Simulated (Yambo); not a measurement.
BSE-type run in Yambo on MoS₂ (space group P6_3/mmc, No. 194), at zero momentum.

Quantum ESPRESSO step (PBEsol, PseudoDojo standard norm-conserving files, fully relativistic):
```
&CONTROL
  calculation = 'nscf'
  pseudo_dir = './pseudo'
  outdir = './out'
/
&SYSTEM
  ibrav = 0
  nat = 6
  ntyp = 2
  ecutwfc = 80.0
  ecutrho = 320.0
  occupations = 'fixed'
  force_symmorphic = .true.
  nbnd = 143
  noncolin = .true.
  lspinorb = .true.
/
&ELECTRONS
  conv_thr = 6.000000000000001e-09
  diago_full_acc = .true.
  diago_thr_init = 1e-08
/
ATOMIC_SPECIES
S 32.0600 S.upf
Mo 95.9500 Mo.upf
CELL_PARAMETERS angstrom
  3.149878492041   0.000000000000   0.000000000000
 -1.574939246020   2.727874792941   0.000000000000
  0.000000000000   0.000000000000  12.090819757000
ATOMIC_POSITIONS crystal
S   0.666666667000   0.333333333000   0.620468704700
S   0.333333333667   0.666666666333   0.379531295300
S   0.333333333667   0.666666666333   0.120468704700
S   0.666666667000   0.333333333000   0.879531295300
Mo   0.666666667000   0.333333333000   0.250000000000
Mo   0.333333333667   0.666666666333   0.750000000000
K_POINTS automatic
6 6 1 0 0 0
```

Yambo input:
```
rim_cut
optics
bse
bss
dipoles
em1s
RandQpts= 1000000
RandGvec= 1 Ry
FFTGvecs= 40 Ry
Chimod= "HARTREE"
BSKmod= "SEX"
BSEmod= "resonant"
BSSmod= "hs"
BSENGexx= 15 Ry
BSENGBlk= 3 Ry
% KfnQP_E
 0.433 | 1.0 | 1.0 |
%
% BSEQptR
 1 | 1 |
%
% BSEBands
 31 | 70 |
%
% BEnRange
 0.0 | 7.1 | eV
%
% BDmRange
 0.15 | 0.15 | eV
%
BEnSteps= 142
% BLongDir
 0.0 | 0.0 | 1.0 |
%
BSHayTrs= -0.02
BSSNEig= 48
WRbsWF
% BndsRnXs
 5 | 138 |
%
NGsBlkXs= 3 Ry
% LongDrXs
 1.0 | 1.0 | 1.0 |
%
```

From the report:

The dimension is k points × valence × conduction bands = 36 × 22 × 18 = 14256.
```
  [SLEPC] Approach                          : Krylov-Schur
  [SLEPC] Number of requested eigenvalues   :   48
  [SLEPC] Number of eigenvalues        [NEV]:   48
   [K] Dimension                                    :  14256
   [K] Bands                                        :   31   70
   [K] Exchange res                                 : yes
   [K] Correlation res                              : yes
   [K] W interaction is bare                        : no
   [K] RL vectors exchange                          :   701
   [K] RL vectors correlation                       :   79
   [W] Matrix size                                  :   79
   [W] Bands                                        :    5  138
   [W] Coulomb Cutoff                               : none
   [W] Hxc Kernel                                   : HARTREE
```

Geometry relaxed with PBE+D3(BJ).
